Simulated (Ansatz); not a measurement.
A relaxed 1×1 slab of 5 planes, cut along (100) from a fcc crystal of one element, has a cell area of 8.22 Å² and a bulk spacing of 2.027 Å between its first planes. All-electron LAPW in Ansatz 0.2.0 (PBEsol, scalar-relativistic, no spin polarisation) gives γ = 1.11 J/m², Φ = 4.35 eV and a change of the outer spacing of -2.2 %. The fcc structure needn't be the element's own.

Q: Which element is it?

A: Ag. This is the case that was computed; others weren't tested.
